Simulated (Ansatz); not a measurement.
Ni2Ge:
```cif
data_Ge4Ni8
_chemical_formula_sum 'Ni8 Ge4'
_space_group_name_H-M_alt 'Pnma'
_space_group_IT_number 62
_space_group_name_Hall '-P 2ac 2n'
_cell_length_a 5.10304
_cell_length_b 3.78612
_cell_length_c 7.17952
_cell_angle_alpha 90.000
_cell_angle_beta 90.000
_cell_angle_gamma 90.000
loop_
_space_group_symop_operation_xyz
  'x, y, z'
  '-x, -y, -z'
  '-x+1/2, -y, z+1/2'
  'x+1/2, y, -z+1/2'
  'x+1/2, -y+1/2, -z+1/2'
  '-x+1/2, y+1/2, z+1/2'
  '-x, y+1/2, -z'
  'x, -y+1/2, z'
loop_
_atom_site_label
_atom_site_type_symbol
_atom_site_symmetry_multiplicity
_atom_site_Wyckoff_symbol
_atom_site_fract_x
_atom_site_fract_y
_atom_site_fract_z
_atom_site_occupancy
Ni1 Ni 4 c 0.17056 0.75000 0.43972 1
Ni2 Ni 4 c 0.45626 0.25000 0.29318 1
Ge1 Ge 4 c 0.21260 0.75000 0.11349 1
```

Relaxed at zero pressure with r²SCAN (plane waves, PAW; program Ansatz).

The volume is lowered by 9 % and shape and atoms relax at that volume. What pressure results, and how do the axes share the change?

21.8 GPa; a -4.7 %, b -2.1 %, c -2.5 %; the energy rises by 64 meV/atom.

Give the new structure.


Space group Pnma (No. 62); a = 4.864 Å, b = 3.706 Å, c = 7.002 Å, α = β = γ = 90.00°

| atom | site | symmetry | x | y | z |
|---|---|---|---|---|---|
| Ni | 4c | .m. | 0.1739 | 0.7500 | 0.4387 |
| Ni | 4c | .m. | 0.4531 | 0.2500 | 0.2855 |
| Ge | 4c | .m. | 0.2027 | 0.7500 | 0.1104 |

The phase is kept; no other phase was compared at this pressure.

The workflow started from a Materials Project entry (that database holds measured and hypothetical structures alike); the Crystallography Open Database copy checked does not list it. Whether it is the stable phase at ambient conditions was not checked. The r²SCAN relaxation kept the symmetry of its start; whether a distortion lowers the energy is not shown. The run is not spin-polarised.

Potentials: the later of the program's two PAW sets.
